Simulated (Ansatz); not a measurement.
PbO:
```yaml
crystal:
  lattice:
    - [3.98419, 0.00000, 0.00000]
    - [0.00000, 3.98419, 0.00000]
    - [0.00000, 0.00000, 5.11982]
  atoms:
    - { symbol: Pb, position: [0.50000, 0.00000, 0.23142] }
    - { symbol: Pb, position: [0.00000, 0.50000, 0.76858] }
    - { symbol: O, position: [0.50000, 0.50000, 0.00000] }
    - { symbol: O, position: [0.00000, 0.00000, 0.00000] }
```

This is the r²SCAN+D4-relaxed structure. Cartesian axes are those of the cell as given.

All from r²SCAN+D4 in the plane-wave PAW code Ansatz, unless another level is named. Give the highest zone-centre frequency (without LO–TO term).

417 cm⁻¹.

Give the bulk modulus (Birch–Murnaghan fit).

19.3 GPa.

Predict the elastic constants (relaxed ions, GPa).

C11 = 72.0, C12 = 70.9, C13 = 15.5, C33 = 19.7, C44 = 17.8, C66 = 62.8.

Space group P4/nmm. Symmetry was held in the r²SCAN+D4 relaxation; of distortions, only those at the zone centre were tested. Scalar-relativistic: spin–orbit coupling is off unless named, which matters more the heavier the elements.

Potentials: the later of the program's two PAW sets.
